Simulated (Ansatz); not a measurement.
Data:

HfN:
```yaml
crystal:
  lattice:
    - [-1.49517, 1.49517, 5.41923]
    - [1.49517, -1.49517, 5.41923]
    - [1.49517, 1.49517, -5.41923]
  atoms:
    - { symbol: Hf, position: [0.00445, 0.00445, 0.00000] }
    - { symbol: Hf, position: [0.75445, 0.25445, 0.50000] }
    - { symbol: N, position: [0.41155, 0.41155, 0.00000] }
    - { symbol: N, position: [0.16155, 0.66155, 0.50000] }
```

This is the PBE-relaxed structure.

Problem. All from the program Ansatz at the PBE level (PAW), unless another level is named. Give the electronic character.

Solution. metallic (no gap).

Problem. Give the density of states at the Fermi level.

Solution. 0.72 states/eV per atom (mean over ±0.08 eV).

Problem. Give the formation energy from the elements (no fitted shifts).

Solution. -1.24 eV/atom.

Space group I4_1md. A made-up cell: these elements were put on the sites of a structure type; neither database checked (COD, Materials Project) lists it. It is not the phase usual at ambient conditions (space group No. 225). The PBE relaxation kept the symmetry of its start; its stability against distortions is not shown here. No spin polarisation was allowed. The references are the lowest solids computed at this level, not always the standard phases (solids in place of the gases). Scalar-relativistic: spin–orbit coupling is off unless named, which matters more the heavier the elements.

Potentials: the earlier of the program's two PAW sets.
